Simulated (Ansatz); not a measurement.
Given:

ZrC:
```cif
data_C4Zr4
_chemical_formula_sum 'Zr4 C4'
_space_group_name_H-M_alt 'Fm-3m'
_space_group_IT_number 225
_space_group_name_Hall '-F 4 2 3'
_cell_length_a 4.64140
_cell_length_b 4.64140
_cell_length_c 4.64140
_cell_angle_alpha 90.000
_cell_angle_beta 90.000
_cell_angle_gamma 90.000
loop_
_atom_site_label
_atom_site_type_symbol
_atom_site_symmetry_multiplicity
_atom_site_Wyckoff_symbol
_atom_site_fract_x
_atom_site_fract_y
_atom_site_fract_z
_atom_site_occupancy
Zr1 Zr 4 a 0.00000 0.00000 0.00000 1
C1 C 4 b 0.50000 0.50000 0.50000 1
```
(The calculation used a cell of 2 atoms; values per cell refer to that cell.)

This is the LDA-relaxed structure.

Task: All from DFT-LDA in the program Ansatz with PAW potentials, unless another level is named. Give the highest zone-centre frequency.

Result: 55.9 meV.

Task: Give the Hill bulk and shear moduli.

Result: 247 and 177 GPa.

Symmetry was held in the LDA relaxation; of distortions, only those at the zone centre were tested. No spin polarisation was allowed. As this level gives no gap, shear constants depend on the k-mesh and smearing (Fermi–Dirac, 0.1 eV here).

Potentials: the later of the program's two PAW sets.
